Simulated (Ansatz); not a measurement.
Data:

PNO:
```
PNO
1.0
   -2.22308     2.38652     3.51227
    2.22308    -2.38652     3.51227
    2.22308     2.38652    -3.51227
P N O
2 2 2
Direct
  0.61095   0.36095   0.25000
  0.88905   0.13905   0.75000
  0.75000   0.39448   0.64448
  0.25000   0.10552   0.85552
  0.87531   0.25000   0.12531
  0.62469   0.75000   0.37469
```

This is the r²SCAN-relaxed structure. Tensor components refer to the Cartesian frame of this cell.

Problem. All from plane-wave PAW r²SCAN (Ansatz code), unless another level is named. Estimate the smallest direct gap on the standard path.

Solution. 6.28 eV.

Problem. Next, the formation energy from the elements (no fitted shifts)?

Solution. -1.27 eV/atom.

Problem. And the band gap?

Solution. 5.81 eV (indirect).

Problem. Predict the valence-band maximum.

Solution. at X (k = 0.500, 0.500, 0.500).

Problem. And the conduction-band minimum?

Solution. at Γ.

Space group I2_12_12_1. The workflow started from a Materials Project entry (that database holds measured and hypothetical structures alike); the Crystallography Open Database copy checked does not list it. Its standing as an ambient phase is unchecked. The cell was relaxed with r²SCAN under the symmetry of its start; its stability against distortions is not shown here. The references are the lowest solids computed at this level, not always the standard phases (solids in place of the gases).

Potentials: the later of the program's two PAW sets.
